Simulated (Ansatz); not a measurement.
An Ansatz (an electronic-structure program) run. Input:

Ansatz 0.2 input:
```yaml
crystal:
  lattice:
    - [0.0, 5.4898528651, 5.4898528651]
    - [5.4898528651, 0.0, 5.4898528651]
    - [5.4898528651, 5.4898528651, 0.0]
  atoms:
    - { symbol: Li, position: [0.0, 0.5, 0.0] }
    - { symbol: Li, position: [0.5, 0.0, 0.0] }
    - { symbol: Li, position: [0.5, 0.0, 0.5] }
    - { symbol: Li, position: [0.0, 0.5, 0.5] }
    - { symbol: Li, position: [0.0, 0.0, 0.5] }
    - { symbol: Li, position: [0.5, 0.5, 0.0] }
    - { symbol: Mg, position: [0.0, 0.0, 0.0] }
    - { symbol: Br, position: [0.25, 0.25, 0.25] }
    - { symbol: Br, position: [0.75, 0.75, 0.75] }
    - { symbol: Br, position: [0.2432925167, 0.7567074833, 0.2432925167] }
    - { symbol: Br, position: [0.7567074833, 0.2432925167, 0.7567074833] }
    - { symbol: Br, position: [0.2432925167, 0.7567074833, 0.7567074833] }
    - { symbol: Br, position: [0.7567074833, 0.2432925167, 0.2432925167] }
    - { symbol: Br, position: [0.2432925167, 0.2432925167, 0.7567074833] }
    - { symbol: Br, position: [0.7567074833, 0.7567074833, 0.2432925167] }
kpoints:
  mp_grid: { grid: [4, 4, 4] }
  band_path:
    path:
      - [[0.0, 0.0, 0.0], [0.5, 0.0, 0.5], [0.625, 0.25, 0.625]]  # Γ-X-U
      - [[0.375, 0.375, 0.75], [0.0, 0.0, 0.0], [0.5, 0.5, 0.5], [0.5, 0.25, 0.75], [0.5, 0.0, 0.5]]  # K-Γ-L-W-X
      - [VBM, CBM]
    npoints: 12
hamiltonian:
  xc: r2scan
  pseudopotentials: { kind: paw }
magnetization: { noncollinear: true, spin_orbit: true }
scf:
  n_extra_bands: 30
  convergence: { dr2_threshold: 0.0000000001 }
  occupations: { method: gaussian, width: 0.01 }
checkpoint: { write: soc.run }
output: { eigenvalues: true }
```

Output (shortened):

```
Pseudopotentials: kind: paw_fr
Pseudopotential: Li, paw_fr, valence charge 3
Pseudopotential: Mg, paw_fr, valence charge 10
Pseudopotential: Br, paw_fr, valence charge 7
Functional definition: r2SCAN
non-collinear run that drives no moment, with spin-orbit …
Crystal: 15 atoms, lattice volume = 330.912 Å³
Basis set: ecut = 500 eV, 8393 PW (Γ), exchange–correlation on 240×240×240 points (64 copies of the dense FFT grid, shifted against one another)
Bands: 114, of which v1, the nominal top of the filled ones, is band 84 counted from 1 (83 counted from 0)
Symmetry: 48 space group operations + 48 with time reversal
k-points: 8 of 64
Projection manifold: j_resolved (fully-relativistic pseudo-atomic orbitals)
PAW frozen core: Mg, regenerated for the run's functional
PAW frozen core: Br, regenerated for the run's functional
Initial density: superposition of atomic densities (chi_scale 0.1, normalization cell, long waves kept (reshape's long-wave potential 0.09 eV rms))
Initial wavefunctions: pseudopotential atomic-orbital guess
Eigensolver: davidson
Functional: x = r2scan, c = r2scan; τ floored in thin density (d = 2e-4 eV/Å³)
SCF iter   1: F=—  HF=-25498.815319 eV  |F-HF|=—  |Δ(HF+E_count)|=         —  Δρ=3.60e-2  dr2=4.58e0  dr2_τ=5.06e-3  dr2_m=0.00e0 (ungated)  ethr=3.10e-3  |M|=0.00e0 ∫|m|=0.00e0 μB  |m|>n=0.0e0 m-floor=0.0e0 τ_xc=0.0e0  β_m=0.30  ⟨swp⟩=8.8  Hψ=2425  notcnv=0  defer=94
all-band conjugate gradients solve this SCF's bands
preconditioner: auto → Resta (q_TF=auto, 2.171 Å⁻¹)
spin=Noncollinear: Resta preconditioning applied to the charge; magnetization (m_x, m_y, m_z) channels mix plain (no charge-response kernel on spin).
SCF iter   2: F=—  HF=-25498.737130 eV  |F-HF|=—  |Δ(HF+E_count)|=   7.82e-2  Δρ=2.38e-2  dr2=1.86e0  dr2_τ=6.91e-3  dr2_m=0.00e0 (ungated)  ethr=3.10e-3  |M|=0.00e0 ∫|m|=0.00e0 μB  |m|>n=0.0e0 m-floor=0.0e0 τ_xc=0.0e0  β_m=0.55  ⟨swp⟩=2.8  Hψ=837  notcnv=0  defer=198
SCF iter   3: F=—  HF=-25498.496570 eV  |F-HF|=—  |Δ(HF+E_count)|=   2.41e-1  Δρ=4.62e-3  dr2=7.69e-2  dr2_τ=6.88e-4  dr2_m=0.00e0 (ungated)  ethr=2.22e-3  |M|=0.00e0 ∫|m|=0.00e0 μB  |m|>n=0.0e0 m-floor=0.0e0 τ_xc=0.0e0  β_m=0.75  ⟨swp⟩=3.9  Hψ=746  notcnv=0  defer=198
SCF iter   4: F=—  HF=-25498.514705 eV  |F-HF|=—  |Δ(HF+E_count)|=   1.81e-2  Δρ=8.83e-4  dr2=3.20e-3  dr2_τ=4.01e-5  dr2_m=0.00e0 (ungated)  ethr=9.15e-5  |M|=0.00e0 ∫|m|=0.00e0 μB  |m|>n=0.0e0 m-floor=0.0e0 τ_xc=0.0e0  β_m=0.75  ⟨swp⟩=4.4  Hψ=980  notcnv=0  defer=196
SCF iter   5: F=—  HF=-25498.515404 eV  |F-HF|=—  |Δ(HF+E_count)|=   6.99e-4  Δρ=3.30e-4  dr2=4.74e-4  dr2_τ=3.40e-6  dr2_m=0.00e0 (ungated)  ethr=3.81e-6  |M|=0.00e0 ∫|m|=0.00e0 μB  |m|>n=0.0e0 m-floor=0.0e0 τ_xc=0.0e0  β_m=0.87  ⟨swp⟩=2.5  Hψ=598  notcnv=0  defer=194
SCF iter   6: F=—  HF=-25498.515561 eV  |F-HF|=—  |Δ(HF+E_count)|=   1.57e-4  Δρ=4.13e-5  dr2=1.23e-5  dr2_τ=8.26e-8  dr2_m=0.00e0 (ungated)  ethr=5.64e-7  |M|=0.00e0 ∫|m|=0.00e0 μB  |m|>n=0.0e0 m-floor=0.0e0 τ_xc=0.0e0  β_m=0.94  ⟨swp⟩=2.4  Hψ=602  notcnv=0  defer=194
SCF iter   7: F=—  HF=-25498.515566 eV  |F-HF|=—  |Δ(HF+E_count)|=   4.95e-6  Δρ=1.62e-5  dr2=1.03e-6  dr2_τ=5.36e-9  dr2_m=0.00e0 (ungated)  ethr=1.46e-8  |M|=0.00e0 ∫|m|=0.00e0 μB  |m|>n=0.0e0 m-floor=0.0e0 τ_xc=0.0e0  β_m=0.97  ⟨swp⟩=2.0  Hψ=636  notcnv=0  defer=194
SCF iter   8: F=—  HF=-25498.515771 eV  |F-HF|=—  |Δ(HF+E_count)|=   2.06e-4  Δρ=3.84e-6  dr2=8.04e-8  dr2_τ=8.02e-10  dr2_m=0.00e0 (ungated)  ethr=1.22e-9  |M|=0.00e0 ∫|m|=0.00e0 μB  |m|>n=0.0e0 m-floor=0.0e0 τ_xc=0.0e0  β_m=0.98  ⟨swp⟩=2.0  Hψ=642  notcnv=0  defer=194
SCF iter  10: F=-25498.515771 eV  HF=-25498.515771 eV  |F-HF|=2.91e-11  |Δ(HF+E_count)|=  6.62e-10  Δρ=1.19e-7  dr2=4.40e-11  dr2_τ=1.06e-12  dr2_m=0.00e0 (ungated)  ethr=1.00e-12  |M|=0.00e0 ∫|m|=0.00e0 μB  |m|>n=0.0e0 m-floor=0.0e0 τ_xc=0.0e0  ⟨swp⟩=15.6  Hψ=2806  notcnv=0
SCF 1 converged in 10 iterations: F = -25498.515771 eV  dr2 = 4.40e-11
NSCF: frozen V_eff on 16 k-points
NSCF: frozen V_eff on 16 k-points
NSCF: frozen V_eff on 15 k-points
NSCF: frozen V_eff on 2 k-points
NSCF: frozen V_eff on 2 k-points
NSCF: frozen V_eff on 2 k-points
NSCF: frozen V_eff on 2 k-points
NSCF: frozen V_eff on 87 k-points
SCF converged after 10 iterations
Magnetization: |M| = 0.0000 μB,  M = (+0.0000, +0.0000, +0.0000) μB
Absolute magnetization: 0.0000 μB (∫|m|)
  site 0: m = (+0.0000, +0.0000, +0.0000) μB, |m| = 0.0000 μB  (R = 1.13 Å)
  site 1: m = (+0.0000, +0.0000, +0.0000) μB, |m| = 0.0000 μB  (R = 1.13 Å)
  site 2: m = (+0.0000, +0.0000, +0.0000) μB, |m| = 0.0000 μB  (R = 1.13 Å)
  site 3: m = (+0.0000, +0.0000, +0.0000) μB, |m| = 0.0000 μB  (R = 1.13 Å)
  site 4: m = (+0.0000, +0.0000, +0.0000) μB, |m| = 0.0000 μB  (R = 1.13 Å)
  site 5: m = (+0.0000, +0.0000, +0.0000) μB, |m| = 0.0000 μB  (R = 1.13 Å)
  site 6: m = (+0.0000, +0.0000, +0.0000) μB, |m| = 0.0000 μB  (R = 1.10 Å)
  site 7: m = (+0.0000, +0.0000, +0.0000) μB, |m| = 0.0000 μB  (R = 1.13 Å)
  site 8: m = (+0.0000, +0.0000, +0.0000) μB, |m| = 0.0000 μB  (R = 1.13 Å)
  site 9: m = (+0.0000, +0.0000, +0.0000) μB, |m| = 0.0000 μB  (R = 1.10 Å)
  site 10: m = (+0.0000, +0.0000, +0.0000) μB, |m| = 0.0000 μB  (R = 1.10 Å)
  site 11: m = (+0.0000, +0.0000, +0.0000) μB, |m| = 0.0000 μB  (R = 1.10 Å)
  site 12: m = (+0.0000, +0.0000, +0.0000) μB, |m| = 0.0000 μB  (R = 1.10 Å)
  site 13: m = (+0.0000, +0.0000, +0.0000) μB, |m| = 0.0000 μB  (R = 1.10 Å)
  site 14: m = (+0.0000, +0.0000, +0.0000) μB, |m| = 0.0000 μB  (R = 1.10 Å)
Free energy (F): -25498.515771 eV
Harris-Foulkes:  -25498.515771 eV  (|F-HF|=2.91e-11)
Internal energy: -25498.515771 eV  (E = F + TS)
E sigma→0 (E₀):  -25498.515771 eV
Fermi energy:    4.628554 eV
--- Per-component energies (eV) ---
  E_band       = -1087.176908
  E_kinetic    = 1285.266739
  E_local      = -4367.167139  (includes V_loc(G=0)·N_el)
  E_nonlocal   = 456.337690
  E_hartree    = 1382.366519
  E_xc         = -2103.691397
  E_vxc        = -1055.318262  (∫ρ·V_xc dr)
  E_paw        = -18561.625599  (= ΣΔE_a)
  E_vpaw       = -225.463817  (= ΣTr[D̂ρ^β])
  E_aug_tail   = -0.000571  (compensation charges beyond the density's cutoff)
  E_vtau       = 54.435239  (kinetic-family band-sum trace: ∫τ·v_τ [+ j·A + Jᵃ·Aᵃ] dr)
  E_ewald      = -3588.708648
  E_core_change = -1.293365  (= ΣΔE_core)
  E_smearing   =  0.000000  (= −TS)
  E_closure    = 0.000000  (closes the sum)
  Σ components = -25498.515771   (vs F -25498.515771, Δ=0.00e0)
  [band-id]    e_kinetic+e_local+e_nonlocal+2·e_hartree+e_vxc+e_vpaw+e_augmentation_tail+e_vtau = -1087.177083   (vs E_band -1087.176908, Δ=-1.74e-4)
--- Band table (eV; the first three rows and the last of 8) ---
  k-point 0: bands = ["-75.2016", "-75.2016", "-43.9064", "-43.9064", "-43.9057", "-43.9057", "-43.9057", "-43.9057", "-43.9057", "-43.9057", "-43.9054", "-43.9054", "-43.9054", "-43.9054", "-40.4966", "-40.4966", "-40.2068", "-40.2068", "-40.2068", "-40.2068", "-12.2161", "-12.2161", "-11.6782", "-11.6782", "-11.6781", "-11.6781", "-11.6781", "-11.6781", "-11.6507", "-11.6507", "-11.4743", "-11.4743", "-11.4743", "-11.4743", "-11.4695", "-11.4695", "-1.5849", "-1.5849", "-1.2215", "-1.2215", "-1.2215", "-1.2215", "-1.2165", "-1.2165", "-1.1937", "-1.1937", "-1.1919", "-1.1919", "-1.1919", "-1.1919", "0.4541", "0.4541", "0.4541", "0.4541", "0.4692", "0.4692", "0.7295", "0.7295", "0.7429", "0.7429", "0.7429", "0.7429", "1.2650", "1.2650", "1.2650", "1.2650", "1.2793", "1.2793", "1.3079", "1.3079", "1.3920", "1.3920", "1.5971", "1.5971", "1.5971", "1.5971", "1.6348", "1.6348", "1.6348", "1.6348", "1.9297", "1.9297", "1.9297", "1.9297", "7.3274", "7.3274", "8.1168", "8.1168", "8.1702", "8.1702", "8.3538", "8.3538", "8.3544", "8.3544", "8.3544", "8.3544", "8.7749", "8.7749", "8.7749", "8.7749", "9.4448", "9.4448", "9.4448", "9.4448", "9.4453", "9.4453", "10.6813", "10.6813", "10.6813", "10.6813", "10.7013", "10.7013", "10.7013", "10.7013"]
  k-point 1: bands = ["-75.2016", "-75.2016", "-43.9063", "-43.9063", "-43.9058", "-43.9058", "-43.9057", "-43.9057", "-43.9057", "-43.9057", "-43.9054", "-43.9054", "-43.9054", "-43.9054", "-40.4966", "-40.4966", "-40.2068", "-40.2068", "-40.2068", "-40.2068", "-12.1496", "-12.1496", "-11.7572", "-11.7572", "-11.6540", "-11.6540", "-11.6540", "-11.6540", "-11.6301", "-11.6301", "-11.5016", "-11.5016", "-11.5016", "-11.5016", "-11.4947", "-11.4947", "-1.4244", "-1.4244", "-1.0936", "-1.0936", "-1.0903", "-1.0903", "-1.0266", "-1.0266", "-1.0260", "-1.0260", "-1.0214", "-1.0214", "-0.9214", "-0.9214", "0.3501", "0.3501", "0.3552", "0.3552", "0.3609", "0.3609", "0.7310", "0.7310", "0.7351", "0.7351", "0.7501", "0.7501", "0.9409", "0.9409", "0.9983", "0.9983", "1.0148", "1.0148", "1.0948", "1.0948", "1.3237", "1.3237", "1.3796", "1.3796", "1.3846", "1.3846", "1.4083", "1.4083", "1.6487", "1.6487", "1.6577", "1.6577", "1.8860", "1.8860", "7.8842", "7.8842", "8.4092", "8.4092", "8.4887", "8.4887", "8.9014", "8.9014", "8.9410", "8.9410", "8.9429", "8.9429", "9.0274", "9.0274", "9.0277", "9.0277", "9.9192", "9.9192", "9.9627", "9.9627", "9.9635", "9.9635", "10.5818", "10.5818", "10.5833", "10.5833", "10.8217", "10.8217", "11.0463", "11.0463"]
  k-point 2: bands = ["-75.2016", "-75.2016", "-43.9060", "-43.9060", "-43.9060", "-43.9060", "-43.9055", "-43.9055", "-43.9055", "-43.9055", "-43.9055", "-43.9055", "-43.9055", "-43.9055", "-40.4966", "-40.4966", "-40.2068", "-40.2068", "-40.2068", "-40.2068", "-12.0262", "-12.0262", "-11.8965", "-11.8965", "-11.6147", "-11.6147", "-11.6147", "-11.6147", "-11.5818", "-11.5818", "-11.5442", "-11.5442", "-11.5441", "-11.5441", "-11.5440", "-11.5440", "-1.2292", "-1.2292", "-0.8870", "-0.8870", "-0.8859", "-0.8859", "-0.8577", "-0.8577", "-0.8499", "-0.8499", "-0.8252", "-0.8252", "-0.2345", "-0.2345", "0.1194", "0.1194", "0.2443", "0.2443", "0.2516", "0.2516", "0.3060", "0.3060", "0.4996", "0.4996", "0.5056", "0.5056", "0.5293", "0.5293", "0.9290", "0.9290", "0.9522", "0.9522", "0.9827", "0.9827", "1.0835", "1.0835", "1.1180", "1.1180", "1.1476", "1.1476", "1.4117", "1.4117", "1.4889", "1.4889", "1.7336", "1.7336", "1.8048", "1.8048", "8.5720", "8.5720", "8.6296", "8.6296", "8.7699", "8.7699", "9.2825", "9.2825", "9.2839", "9.2839", "9.4310", "9.4310", "9.4318", "9.4318", "9.4723", "9.4723", "10.5625", "10.5625", "10.9946", "10.9946", "10.9962", "10.9962", "11.0174", "11.0174", "11.0201", "11.0201", "11.1032", "11.1032", "11.7230", "11.7230"]
  k-point 7: bands = ["-75.2016", "-75.2016", "-43.9059", "-43.9059", "-43.9059", "-43.9059", "-43.9057", "-43.9057", "-43.9057", "-43.9057", "-43.9055", "-43.9055", "-43.9055", "-43.9055", "-40.4966", "-40.4966", "-40.2068", "-40.2068", "-40.2068", "-40.2068", "-11.9346", "-11.9346", "-11.7924", "-11.7924", "-11.7923", "-11.7923", "-11.7408", "-11.7408", "-11.5482", "-11.5482", "-11.5260", "-11.5260", "-11.5260", "-11.5260", "-11.5212", "-11.5212", "-1.0331", "-1.0331", "-0.6416", "-0.6416", "-0.6411", "-0.6411", "-0.6067", "-0.6067", "-0.3717", "-0.3717", "-0.3409", "-0.3409", "-0.2899", "-0.2899", "-0.2590", "-0.2590", "-0.1254", "-0.1254", "-0.1057", "-0.1057", "-0.0690", "-0.0690", "-0.0187", "-0.0187", "0.7367", "0.7367", "0.8169", "0.8169", "0.8555", "0.8555", "0.9027", "0.9027", "0.9629", "0.9629", "1.0013", "1.0013", "1.0193", "1.0193", "1.0274", "1.0274", "1.3838", "1.3838", "1.4407", "1.4407", "1.4750", "1.4750", "1.4818", "1.4818", "9.0237", "9.0237", "9.8599", "9.8599", "9.8845", "9.8845", "9.8915", "9.8915", "9.8929", "9.8929", "10.0788", "10.0788", "10.0897", "10.0897", "10.1079", "10.1079", "10.5280", "10.5280", "10.7860", "10.7860", "10.8530", "10.8530", "10.8729", "10.8729", "10.8799", "10.8799", "10.9357", "10.9357", "10.9359", "10.9359"]
  band table: 114 of 114 bands, residual norms ≤ 1.0e-3 eV
```

Cost: roughly 22 core-minutes on shared cores.

Space group Fm-3m. The first step of the workflow began from a Materials Project structure, measured or hypothetical; the Crystallography Open Database copy checked does not list it. Its standing as an ambient phase is unchecked. The cell was relaxed with r²SCAN under the symmetry of its start; its stability against distortions is not shown here.

Potentials: the later of the program's two PAW sets.

Ansatz is a plane-wave DFT program.
